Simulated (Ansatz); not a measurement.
## TmB3Au under compression: one row to predict

The structure comes from a generated guess, relaxed at this level; another structure or a mixture of phases may lie lower.

The calculation used Ansatz 0.2.0, DFT PBE, scalar-relativistic, plane waves, PAW, and for the lanthanide a 4f-in-core norm-conserving potential. Settings of the last relaxation (10-atom cell): 690 eV, 6×6×6 k points, Gaussian smearing of 0.10 eV, no spin polarisation.

```xyz
10
Lattice="5.0706 0.0000 0.0000 -2.5353 4.3913 0.0000 0.0000 0.0000 5.4311" Properties=species:S:1:pos:R:3 pbc="T T T"
Tm    0.0000    2.9275    4.0734
Tm    2.5353    1.4638    1.3578
B    -0.8338    3.4089    1.3578
B     1.7015    0.9824    4.0734
B     0.0000    1.9647    1.3578
B     3.3691    0.9824    4.0734
B     0.8338    3.4089    1.3578
B     2.5353    2.4266    4.0734
Au    0.0000    0.0000    0.0000
Au    0.0000    0.0000    2.7156
```

The cell was set to several volumes, with shape and atoms relaxed at each where symmetry leaves them free. Pressure is positive in compression, and energies count from the lowest row. No row has a gap on its mesh.

| row | V (Å³/atom) | P (GPa) | ΔE (meV/atom) |
| --- | --- | --- | --- |
| 1 | 10.642 | 27.39 | 110.3 |
| 2 | 11.005 | ? | ? |
| 3 | 11.368 | 11.41 | 24.4 |
| 4 | 11.731 | 5.22 | 5.8 |
| 5 | 12.093 | 0.00 | 0.0 |
| 6 | 12.456 | -4.39 | 5.1 |
| 7 | 12.819 | -8.05 | 19.3 |
| 8 | 13.303 | -12.01 | 49.9 |

Task: Find B = −V·ΔP/ΔV from rows 4 and 6 and from rows 1 and 3, and from the two its slope B′ and its value B0 at zero pressure.

Result: Rows 4 and 6 give −(11.731 + 12.456)/2 × (-4.39 − (5.22))/(12.456 − 11.731) = 160.3 GPa at a mean pressure of 0.42 GPa. Rows 1 and 3 give −(10.642 + 11.368)/2 × (11.41 − (27.39))/(11.368 − 10.642) = 242.2 GPa at a mean pressure of 19.40 GPa. So B′ = (242.2 − 160.3)/(19.40 − (0.42)) = 4.32 and B0 = 160.3 − 4.32 × (0.42) = 158.5 GPa. A third-order Birch–Murnaghan fit to all the energies gives B0 = 158.8 GPa and B′ = 4.7.

Task: Estimate the pressure and energy of row 2.

Result: From row 5, V0 = 12.093 × (1 + (0.00)/158.5) = 12.093 Å³/atom. Murnaghan's form P = (B0/B′)·[(V0/V)^B′ − 1] gives (158.5/4.32) × [(12.093/11.005)^4.32 − 1] = 18.44 GPa; the computed pressure is 18.73 GPa, so the estimate is off by -0.29 GPa. The work of compression from row 3, with the mean of the two pressures, gives ΔE = 24.4 + (18.44 + 11.41)/2 × (11.368 − 11.005)/160.2 × 1000 = 58.2 meV/atom (1 eV/Å³ = 160.2 GPa); the computed value is 58.3 meV/atom.

These runs have no spin–orbit coupling, which can matter for Au. All volumes keep the k mesh of the relaxed cell. A later test with randomly moved atoms came back to the same energy, though modes that don't fit the test's cell weren't probed.

The lanthanide is trivalent by construction, without f bands, f moments or other valences.
